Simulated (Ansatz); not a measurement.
Input:

LaB6 (CaB6 type, space group Pm-3m)

```
CELL_PARAMETERS angstrom
      4.12989     0.00000     0.00000
      0.00000     4.12989     0.00000
      0.00000     0.00000     4.12989
ATOMIC_POSITIONS crystal
  La 0.00000 0.00000 0.00000
  B  0.19962 0.50000 0.50000
  B  0.80038 0.50000 0.50000
  B  0.50000 0.50000 0.19962
  B  0.50000 0.50000 0.80038
  B  0.50000 0.19962 0.50000
  B  0.50000 0.80038 0.50000
```

The volume is varied about the relaxed value V₀ at fixed cell shape. The atoms relax within the cell's symmetry.

The numbers are results of PBEsol (plane waves to 420 eV, PAW, scalar-relativistic; Ansatz, a program for electronic structure), not measurements. k mesh 11×11×11 (Γ-centred), Fermi-Dirac smearing 0.05 eV. Energies are smeared free energies. Compression counts positive. LaB6 is run without spin polarisation. LaB6 was relaxed with its symmetry unable to fall. The zero of ΔE is the relaxed starting cell.

The scan covers V/V₀ from 0.940 to 1.060 in 11 points.

### Question
What is ΔE at V/V₀ = 1.060?

### Answer
19 meV/atom.

### Question
What is ΔE at V/V₀ = 0.940?

### Answer
22 meV/atom.

### Question
What pressure does the cell carry at V/V₀ = 0.940?

### Answer
12.5 GPa.

(A scan under strain: stresses follow from slopes of the energy per volume, elastic moduli from its curvatures.)
